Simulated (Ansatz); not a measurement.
Consider the following.

InAg$_{3}$:
```xyz
4
Lattice="4.0852 0.0000 0.0000 0.0000 4.0852 0.0000 0.0000 0.0000 4.0852" Properties=species:S:1:pos:R:3 pbc="T T T"
In     0.0000     0.0000     0.0000
Ag     0.0000     2.0426     2.0426
Ag     2.0426     0.0000     2.0426
Ag     2.0426     2.0426     0.0000
```

This is the LDA-relaxed structure.

Task: All from the program Ansatz at the LDA level (PAW), unless another level is named. Estimate the bulk modulus (Birch–Murnaghan fit).

Result: 121 GPa.

Task: And the highest zone-centre frequency?

Result: 166 cm⁻¹.

Space group Pm-3m (Cu3Au type). The workflow started from a Materials Project entry (that database holds measured and hypothetical structures alike); the Crystallography Open Database files this formula in space group No. 221, but the cells were not matched. Its standing as an ambient phase is unchecked. The LDA relaxation kept the symmetry of its start; of distortions, only those at the zone centre were tested. The run is not spin-polarised. As this level gives no gap, phonon frequencies hold no LO–TO term and depend on the k-mesh and smearing (Fermi–Dirac, 0.1 eV here).

Potentials: the later of the program's two PAW sets.
